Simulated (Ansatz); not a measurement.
SiC3, ordered on the diamond lattice (R3m) with 4 atoms a cell, relaxed with r2SCAN: it is trigonal, R3m (No. 160); a = 2.831 Å, c = 14.010 Å in the conventional setting, 8.10 Å³ an atom. C has 3 C at 1.72 Å and 1 Si at 1.89 Å; C has 1 C at 1.54 Å and 3 Si at 1.79 Å; C has 4 C at 1.54–1.72 Å; Si has 4 C at 1.79–1.89 Å. One-shot G0W0@PBE in the PAW code Ansatz on a 6×6×6 mesh (contour deformation, no spin-orbit coupling), from a PBE gap of 1.589 eV over the mesh points (the G0W0 gap is indirect on the mesh); the number N of bands summed and the screening cutoff rise together. No spin polarisation and no zero-point or thermal motion; the cell was built from a prototype and may be hypothetical.

| N | cutoff (eV) | 1000/N | G0W0 gap (eV) |
| --- | --- | --- | --- |
| 60 | 80 | 16.667 | 2.215 |
| 129 | 140 | 7.752 | 2.434 |

Q: Lay a straight line in 1000/N through these rows.

A: The slope is -0.0246 eV per unit of 1000/N and the intercept 2.624 eV.

Q: Predict the gap at N = 231 (210 eV).

A: 2.624 + (-0.0246) × 4.329 = 2.518 eV; the run gives 2.535 eV, +0.017 eV from the line.

Q: With that run's result added, what limit do the last two rows suggest?

A: Their slope is (2.535 − 2.434)/(4.329 − 7.752) = -0.0295, which meets 1/N = 0 at 2.66 eV, against 2.624 eV from the first line. The slope steepens, so 1/N isn't yet asymptotic and the true limit probably lies higher still; the k mesh isn't extrapolated.
